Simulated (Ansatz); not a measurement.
LiNbO₃:
```
CELL_PARAMETERS angstrom
      2.59221     1.49661     4.56282
     -2.59221     1.49661     4.56282
      0.00000    -2.99322     4.56282
ATOMIC_POSITIONS crystal
  Li 0.75000 0.75000 0.75000
  Li 0.25000 0.25000 0.25000
  Nb 0.00000 0.00000 0.00000
  Nb 0.50000 0.50000 0.50000
  O  0.62845 0.87155 0.25000
  O  0.37155 0.12845 0.75000
  O  0.25000 0.62845 0.87155
  O  0.75000 0.37155 0.12845
  O  0.87155 0.25000 0.62845
  O  0.12845 0.75000 0.37155
```

Relaxed with r²SCAN. Independent-particle spectrum: no excitons, no local fields, no scissors shift; 0.1 eV broadening; ε₁ of the summed bands alone.

Question: Tabulate the dielectric function from r²SCAN in the plane-wave PAW code Ansatz.

Answer: 

| E (eV) | ε₁ xx | ε₂ xx | ε₁ zz | ε₂ zz |
|---|---|---|---|---|
| 0.0 | 5.48 | 0.00 | 5.85 | 0.00 |
| 0.5 | 5.52 | 0.00 | 5.90 | 0.00 |
| 1.0 | 5.63 | 0.00 | 6.03 | 0.00 |
| 1.5 | 5.84 | 0.00 | 6.29 | 0.00 |
| 2.0 | 6.18 | 0.00 | 6.73 | 0.00 |
| 2.5 | 6.78 | 0.00 | 7.52 | 0.00 |
| 3.0 | 8.18 | 0.01 | 9.40 | 0.00 |
| 3.5 | 9.62 | 3.36 | 11.12 | 6.19 |
| 4.0 | 8.23 | 4.81 | 7.54 | 6.93 |
| 4.5 | 7.89 | 6.82 | 6.62 | 7.96 |
| 5.0 | 5.99 | 8.90 | 3.56 | 11.67 |
| 5.5 | 0.57 | 8.66 | -0.72 | 7.03 |
| 6.0 | -0.94 | 5.13 | -2.22 | 4.25 |
| 6.5 | -1.05 | 2.94 | -0.63 | 2.00 |
| 7.0 | 0.24 | 1.93 | 0.73 | 1.31 |
| 7.5 | 1.53 | 0.99 | 1.92 | 1.03 |
| 8.0 | 3.71 | 1.46 | 4.86 | 1.47 |
| 8.5 | 2.99 | 3.11 | 3.08 | 4.60 |
| 9.0 | 3.06 | 4.16 | 2.42 | 4.93 |
| 9.5 | 1.72 | 4.84 | 0.86 | 5.04 |
| 10.0 | 0.10 | 3.97 | -0.24 | 3.50 |
| 10.5 | 0.11 | 2.88 | -0.17 | 2.51 |
| 11.0 | 0.61 | 2.60 | 0.68 | 2.50 |
| 11.5 | 0.34 | 2.65 | 0.44 | 2.37 |
| 12.0 | 0.17 | 2.37 | 0.29 | 2.68 |

Question: From ε at 4.0 eV (xx: 8.23 + 4.81i), find n, k, the normal reflectivity and the absorption coefficient.

Answer: n = 2.98, k = 0.807, R = 28 %, α = 2kE/ħc = 330000 cm⁻¹.

With all bands, ε∞ without local fields is 5.67 (xx = yy), 6.05 (zz).

Space group R-3c. The workflow started from a Materials Project entry (that database holds measured and hypothetical structures alike); the Crystallography Open Database files this formula in space group No. 167, but the cells were not matched. It is not the phase usual at ambient conditions (space group No. 161). Symmetry was held in the r²SCAN relaxation; its stability against distortions is not shown here. No spin polarisation was allowed. Scalar-relativistic: spin–orbit coupling is off unless named, which matters more the heavier the elements.

Potentials: the later of the program's two PAW sets.
